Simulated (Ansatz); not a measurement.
# MoS2: a ladder of calculations

Cell of run 1: an entry of the Crystallography Open Database (COD).

Space group P6_3/mmc (No. 194); a = 3.1690, c = 12.3240 Å, γ = 120.00°.

| site | Wyckoff | site symmetry | x | y | z |
| --- | --- | --- | --- | --- | --- |
| Mo | 2c | -6m2 | 0.3333 | 0.6667 | 0.2500 |
| S | 4f | 3m. | 0.3333 | 0.6667 | 0.6230 |

One atom of each set is listed.

Relaxed positions (PBE, cell held):

Mo (0.3333, 0.6667, 0.2500)
S (0.3333, 0.6667, 0.6233)

All runs are DFT with Ansatz 0.2.0 (plane waves and PAW, scalar-relativistic unless spin–orbit coupling is named, Γ-centred meshes, Fermi–Dirac smearing where given) in this cell. Start moments of run 1 as typed (μB): 2 on each Mo, none on the rest.

Run 1: PBE, parallel start moments, atoms as given; 420 eV, 11×11×3 k-points, smearing 0.02 eV.
Run 2: r2SCAN, parallel start moments, at the relaxed atoms; 500 eV, 11×11×3 k-points, smearing 0.02 eV.
Run 3: LDA, parallel start moments, at the relaxed atoms; 420 eV, 11×11×3 k-points, smearing 0.02 eV.

| run | Mo V_zz (η) | S V_zz (η) |
| --- | --- | --- |
| 1 | -7.53 (0.00) | -5.24 (0.00) |
| 2 | ? | ? |
| 3 | -7.73 (0.00) | -5.32 (0.00) |

V_zz in 10²¹ V/m².

Task: Estimate the row of run 2.

Result: Mo: -7.71 (0.00); S: -5.38 (0.00). It lies nearest to run 3, from whose tensors on these sites it differs by 0.06 at most (largest principal value of the difference, on S).

Without spin–orbit coupling (the program notes it for Mo) the gradients can shift somewhat, as the gap is small. In run 2 the program didn't check the stability of the electronic state in full, so a lower one may lie near. In runs 1, 2, 3 the start moments die out. In run 3 the atoms aren't at the calculated equilibrium (largest force 0.42 eV/Å). The cell isn't the equilibrium one in run 3 (calculated pressure -5 GPa), and the entry's cell may itself be off.
